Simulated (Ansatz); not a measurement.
Ge: axial (c/a) deformation path

These are results of Ansatz 0.2.0, DFT LDA, scalar-relativistic, plane waves, PAW, not measurements. The runs took a 420 eV cutoff, a Γ-centred 20×20×12 mesh and Gaussian smearing (0.15 eV). No spin polarisation. Energies are free energies at this smearing, counted from the undisturbed cell; pressure is positive in compression.

Zero of the scan (as given, not relaxed at this level; it stands at -1.3 GPa; this form isn't the usual structure):

```
Ge
1.0
     1.48805   -2.59469    0.00000
     1.48805    2.59469    0.00000
     0.00000    0.00000    4.72760
Ge
2
Cartesian
  1.4881 -0.8643 1.1819
  1.4881 0.8643 3.5457
```

At fixed volume and fractional coordinates, lengths along (0.000, 0.000, 1.000) are scaled against those across it; ρ is that ratio over its starting value. The cell is metallic on the mesh throughout.

| ρ | ΔE (meV/atom) |
| --- | --- |
| 0.850 | 40.9 |
| 0.920 | 22.1 |
| 1.000 | 0.0 |
| 1.100 | -1.6 |
| 1.200 | 27.5 |

**Question.** Predict the pressure (GPa) at each point.

**Answer.**
```csv
ρ,pressure (GPa)
0.850,0.2
0.920,-0.8
1.000,-1.3
1.100,-1.0
1.200,0.1
```